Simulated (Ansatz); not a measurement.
An Ansatz (a quantum-chemistry and plane-wave program) input:

Ansatz 0.2 input:
```yaml
crystal:
  lattice:
    - [0.0, 2.320330032, 2.320330032]
    - [2.320330032, 0.0, 2.320330032]
    - [2.320330032, 2.320330032, 0.0]
  atoms:
    - { symbol: C, position: [0.0, 0.0, 0.0] }
    - { symbol: Hf, position: [0.5, 0.5, 0.5] }
kpoints:
  mp_grid: { grid: [11, 11, 11] }
  band_path:
    path:
      - [[0.0, 0.0, 0.0], [0.5, 0.0, 0.5], [0.625, 0.25, 0.625]]  # Γ-X-U
      - [[0.375, 0.375, 0.75], [0.0, 0.0, 0.0], [0.5, 0.5, 0.5], [0.5, 0.25, 0.75], [0.5, 0.0, 0.5]]  # K-Γ-L-W-X
    npoints: 12
hamiltonian:
  xc: r2scan
  pseudopotentials: { kind: paw }
magnetization: { noncollinear: true, spin_orbit: true }
scf:
  n_extra_bands: 12
  convergence: { dr2_threshold: 0.0000000001 }
  occupations: { method: gaussian, width: 0.05 }
output: { eigenvalues: true }
```

**Question.** How many symmetry operations and irreducible k-points will the run report?

**Answer.** 48 operations, 56 of 1331 k-points.

**Question.** With a cutoff of 500 eV, how many plane waves at Γ?

**Answer.** 609.

It took very roughly 23 core-seconds on shared server cores.

Space group Fm-3m (rock salt). The r²SCAN relaxation kept the symmetry of its start; of distortions, only those at the zone centre were tested. The run is not spin-polarised.

Potentials: the later of the program's two PAW sets.

Ansatz is a plane-wave DFT program.
